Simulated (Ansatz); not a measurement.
This Ca3Au2 structure is the end of a relaxation. The cell was found from a structure generator's guess, not taken from experiment.

Method: DFT PBE, scalar-relativistic, plane waves, PAW in Ansatz. Cutoff 420 eV, Γ-centred mesh, Gaussian smearing, no spin polarisation.

```
CELL_PARAMETERS angstrom
2.03656 1.17581 10.90626
-2.03656 1.17581 10.90626
0.00000 -2.35162 10.90626
ATOMIC_POSITIONS crystal
Ca 0.00000 0.00000 0.00000
Ca 0.11588 0.11588 0.11588
Ca 0.88412 0.88412 0.88412
Au 0.60645 0.60645 0.60645
Au 0.39355 0.39355 0.39355
```

Formation energies are uncorrected and refer to the elements' standard structures at the same level.

Question: What space group does it have?

Answer: R-3m (No. 166). Conventional cell: a = 4.073 Å, c = 32.719 Å. Ca on a site of symmetry -3m has 6 Au at 3.07 Å and 2 Ca at 3.79 Å; around Ca on a site of symmetry 3m lie 3 Au at 2.97 Å and 1 Ca at 3.79 Å; Au has 6 Ca at 2.97–3.07 Å.

Question: What is its formation energy per atom?

Answer: −0.55 eV/atom. Whether it is stable depends on the other phases of the system, which aren't compared here.

Question: Is it a metal?

Answer: Yes, bands cross the Fermi level on the 12×12×12 mesh.

Question: From what recipe could a structure generator have reached it?

Answer: One such recipe: close-packed layers stacked ABCBA, next cell at C (R-3m, No. 166). Other recipes can lead to the same cell.

The last run used a 12×12×12 mesh for its 5-atom cell and Gaussian smearing of 0.10 eV. Spin–orbit coupling, which can matter for Au, is left out. A structure relaxed within its symmetry needn't be a true minimum.
